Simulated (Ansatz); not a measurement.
Consider the following.

InP:
Space group F-43m (No. 216); a = b = c = 5.8264 Å, α = β = γ = 90.00°

| atom | site | symmetry | x | y | z |
|---|---|---|---|---|---|
| In | 4a | -43m | 0.0000 | 0.0000 | 0.0000 |
| P | 4c | -43m | 0.2500 | 0.2500 | 0.2500 |
(The calculation used a cell of 2 atoms; values per cell refer to that cell.)

This is the LDA-relaxed structure.

Task: All from plane-wave PAW LDA (Ansatz code), unless another level is named. Give the highest zone-centre frequency (without LO–TO term).

Result: 304 cm⁻¹.

Task: Predict the Poisson's ratio.

Result: 0.29.

The LDA relaxation kept the symmetry of its start.

Potentials: the earlier of the program's two PAW sets. The files were generated under PBE; for other functionals the program regenerates the frozen cores, and for LDA and PBEsol the local potential too.
